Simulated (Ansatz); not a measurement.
Level of theory: DFT PBE, scalar-relativistic, plane waves, PAW (Ansatz 0.2.0). All cells share a 420 eV cutoff and Γ-centred k meshes spaced about 0.3 Å⁻¹ or finer (0.25 for metals, 2π included). No spin polarisation.

These are static total energies at zero pressure.

Two relaxed structures of Bi2Te2O:

A.

Space group I4/mmm (No. 139). a = 4.889 Å, b = 4.889 Å, c = 12.721 Å, α = 90.00°, β = 90.00°, γ = 90.00°
```json
{"atom": "Bi", "site": "4c", "symmetry": "mmm.", "x": "0.0000", "y": "0.5000", "z": "0.0000"}
{"atom": "Te", "site": "4e", "symmetry": "4mm", "x": "0.5000", "y": "0.5000", "z": "0.1653"}
{"atom": "O", "site": "2a", "symmetry": "4/mmm", "x": "0.0000", "y": "0.0000", "z": "0.0000"}
```

B.

Space group I4/mmm (No. 139). a = 4.441 Å, b = 4.441 Å, c = 16.624 Å, α = 90.00°, β = 90.00°, γ = 90.00°
```
atom  site  symmetry       x       y       z
  Bi    4e       4mm  0.5000  0.5000  0.3751
  Te    4e       4mm  0.5000  0.5000  0.1599
   O    2a     4/mmm  0.0000  0.0000  0.0000
```

Question: Which form is favoured at zero pressure, and by what margin per atom?

Answer: B is lower, by 65 meV/atom. A has space group I4/mmm (No. 139), 30.4 Å³/atom and no gap on its mesh; B has space group I4/mmm (No. 139), 32.8 Å³/atom and a gap of 0.37 eV. Counting O or Te atoms around Bi (for each partner element, those within 1.25 times its shortest distance or 1.15 times the sum of covalent radii, where it is the nearest in units of that sum or under 1.3; a plus sign parts groups by distance over the sum of covalent radii), A has Bi 6 and B has Bi 1+5. Both come from trial cells of a structure search, whose lowest cell (P2_1, 29.6 Å³/atom) lies 69 meV/atom below the lower of the two.

Weakly bound directions are ill-defined at this level, which has no dispersion term (I4/mmm at 30.4 Å³/atom), and this can change margins and order among such cells. These runs have no spin–orbit coupling, which can matter for Bi and Te. Kohn–Sham gaps at this level usually fall short of measured ones. The missing spin–orbit coupling can work the other way here. The zero gap of I4/mmm at 30.4 Å³/atom may come from the functional, which often closes small gaps. Small gaps are read on the mesh alone, and bands can cross between its points. With atoms moved at random, B went lower on a coarse mesh, which no converged run confirmed. Other cells relaxed within their symmetry can be saddle points. Some candidate types were left out of the draw beforehand, so a known form may be missing.
